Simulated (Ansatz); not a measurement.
SiC (zinc blende)

```xyz
2
Lattice="0.0000 2.1784 2.1784 2.1784 0.0000 2.1784 2.1784 2.1784 0.0000" Properties=species:S:1:pos:R:3 pbc="T T T"
C      3.2676     3.2676     3.2676
Si     0.0000     0.0000     0.0000
```

Scan: atom 2 (Si, nearest neighbour C at 1.887 Å; its periodic images, 3.1 Å or more away, move with it) is displaced towards the nearest neighbour, direction (-0.577, -0.577, -0.577) in Cartesian axes, by s. The other atoms stay.

These are PBEsol (plane waves to 420 eV, PAW, scalar-relativistic; Ansatz, a first-principles code) values and carry that method's errors. k mesh 10×10×10 (Γ-centred), Fermi-Dirac smearing 0.05 eV. The energy includes the smearing's −TS. Left out: 1 of 11 points, with atoms too close for the PAW data. As the smearing reaches across the gap at some points, energies and forces of such displacements shift with the k mesh and the smearing. SiC was relaxed with its symmetry unable to fall. ΔE is measured from the undisplaced structure. The last digit holds for this mesh only.

```json
[
 {"s (Å)": "-0.570", "ΔE (meV/cell)": "1235.1"},
 {"s (Å)": "-0.456", "ΔE (meV/cell)": "974.0"},
 {"s (Å)": "-0.342", "ΔE (meV/cell)": "666.4"},
 {"s (Å)": "-0.228", "ΔE (meV/cell)": "356.2"},
 {"s (Å)": "-0.114", "ΔE (meV/cell)": "105.7"},
 {"s (Å)": "0.000", "ΔE (meV/cell)": "0.0"},
 {"s (Å)": "0.114", "ΔE (meV/cell)": "145.4"},
 {"s (Å)": "0.228", "ΔE (meV/cell)": "679.6"},
 {"s (Å)": "0.342", "ΔE (meV/cell)": "1795.2"},
 {"s (Å)": "0.456", "ΔE (meV/cell)": "3791.6"}
]
```

Problem. What force constant k = d²E/ds² at s = 0 does the table give?

Solution. 19 eV/Å². It is the second difference of the nearest points, corrected with the next pair.

Problem. With k = 19.10 eV/Å² from the forces, is the well harmonic out to s = 0.456 Å?

Solution. ½ks² = 1986 meV/cell against the computed 3792 meV/cell, so the well is stiffer than harmonic there.

(A displaced cell: forces are minus the slopes of the energy, force constants its curvatures, and phonons follow from these.)
